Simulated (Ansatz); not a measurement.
**Se (omega (AlB2-type)): energy against volume**

The calculation used DFT, LDA (PW92), plane waves (420 eV) with PAW, scalar-relativistic (Ansatz 0.2.0). The PAW files were generated under PBE, with cores re-solved for the functional.

The cell is scaled uniformly from the relaxed one, with fractional coordinates and shape fixed. Energies are extrapolated to zero smearing, pressures are those at the given smearing. Magnetic state: spin not included.

A Birch-Murnaghan fit gives V₀ = 19.37 Å³/atom, B₀ = 87 GPa, B₀′ = 4.6.

(1) What are the energy above the minimum and the pressure at 18.638 Å³/atom?

(2) What are the energy above the minimum and the pressure at 20.191 Å³/atom?

(3) What are the energy above the minimum and the pressure at 20.968 Å³/atom?

## Answers

(1) 8.0 meV/atom and 3.81 GPa as computed.

(2) 8.8 meV/atom and -3.14 GPa as computed.

(3) 31.0 meV/atom and -5.61 GPa as computed.
